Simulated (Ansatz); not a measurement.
One crystal and one scan (frozen-phonon scan) at two levels, r2SCAN (plane waves to 500 eV, PAW, scalar-relativistic; Ansatz, an electronic-structure program) and PBE (plane waves to 420 eV, PAW, scalar-relativistic; Ansatz), each from its own relaxed cell and on its own mesh. The cell shown is that of r2SCAN.

Relaxed AlN (zinc blende):

```yaml
crystal:
  lattice:
    - [0.00000, 4.36982, 4.36982]
    - [2.18491, 2.18491, 4.36982]
    - [2.18491, 2.18491, 0.00000]
  atoms:
    - { symbol: N, position: [0.00000, 0.75000, 0.75000] }
    - { symbol: N, position: [0.50000, 0.75000, 0.75000] }
    - { symbol: Al, position: [0.00000, 0.00000, 0.00000] }
    - { symbol: Al, position: [0.50000, 0.00000, 0.00000] }
```

The atoms are displaced by Q × the pattern below (from a DFPT mode at X = (0.5, 0.5, 0.0), largest move 1; Q in Å), at fixed cell. (q is in reciprocal vectors of the primitive cell; the cell shown is doubled to hold the pattern.)

| atom | x | y | z |
|---|---|---|---|
| Al3 | 0.000 | 0.000 | 1.000 |
| Al4 | 0.000 | 0.000 | -1.000 |

Atoms not listed stay in place.

AlN was relaxed with its symmetry unable to fall. As the smearing reaches across the gap at some points, energies and forces of such displacements shift with the k mesh and the smearing. Percentages come from the unrounded values. Both scans cover Q from -0.280 to 0.280 Å.

Results of r2SCAN:

```
Quantity                                                                                                                                           Value
----------------------------------------------------------------------------------------  --------------------------------------------------------------
Lattice constant a (Å)                                                                                                                             4.370
Energy at Q = 0.280 Å (meV/cell)                                                                                                                    2607
Harmonic wavenumber from the curvature (finite differences) (cm⁻¹ (negative: imaginary))                                                             597
Space group of the distorted cell                                                                                    P-4m2 (No. 115), lowered from F-43m
Symmetry of the curve                                                                                                      even: the same for both signs
Shape of the curve                                                                        a single well with its minimum at or next to zero displacement
```

Problem. Estimate the PBE values.

Solution. 
```json
[
 {"quantity": "Lattice constant a (Å)", "PBE": "4.403", "r2SCAN − PBE": "-0.033 (-0.8 %)"},
 {"quantity": "Energy at Q = 0.280 Å (meV/cell)", "PBE": "2396", "r2SCAN − PBE": "+211 (+8.8 %)"},
 {"quantity": "Harmonic wavenumber from the curvature (finite differences) (cm⁻¹ (negative: imaginary))", "PBE": "574", "r2SCAN − PBE": "+23 (+4.1 %)"}
]
```

r2SCAN gives the higher value for: energy at Q = 0.280 Å; harmonic wavenumber from the curvature. r2SCAN gives the lower value for: lattice constant a. Both give the same space group of the distorted cell: P-4m2 (No. 115), lowered from F-43m.

(A displaced cell: forces are minus the slopes of the energy, force constants its curvatures, and phonons follow from these.)
